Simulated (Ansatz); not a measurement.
Given:

TiRh$_{3}$:
Space group I4/mmm (No. 139); a = 3.8257 Å, b = 3.8257 Å, c = 7.5481 Å, α = 90.00°, β = 90.00°, γ = 90.00°

| atom | site | symmetry | x | y | z |
|---|---|---|---|---|---|
| Rh | 2b | 4/mmm | 0.0000 | 0.0000 | 0.5000 |
| Rh | 4d | -4m2 | 0.0000 | 0.5000 | 0.2500 |
| Ti | 2a | 4/mmm | 0.0000 | 0.0000 | 0.0000 |
(The calculation used a cell of 4 atoms; values per cell refer to that cell.)

This is the PBEsol-relaxed structure.

**Question.** All from DFT-PBEsol in the program Ansatz with PAW potentials, unless another level is named. Estimate the formation energy from the elements (no fitted shifts).

**Answer.** -0.53 eV/atom.

**Question.** Next, the density of states at the Fermi level?

**Answer.** 0.99 states/eV per atom (mean over ±0.08 eV).

A made-up cell: these elements were put on the sites of a structure type; neither database checked (COD, Materials Project) lists it. COD files the formula under space group No. 221. Its standing as an ambient phase is unchecked. The PBEsol relaxation kept the symmetry of its start; whether a distortion lowers the energy is not shown. No spin polarisation was allowed. Axis ratios of metals converge slowly with the k-mesh, so a and c are less sure than the volume. The references are the lowest solids computed at this level, not always the standard phases. Spin–orbit coupling is left out wherever it is not named.

Potentials: the earlier of the program's two PAW sets. The files were generated under PBE; for other functionals the program regenerates the frozen cores, and for LDA and PBEsol the local potential too.
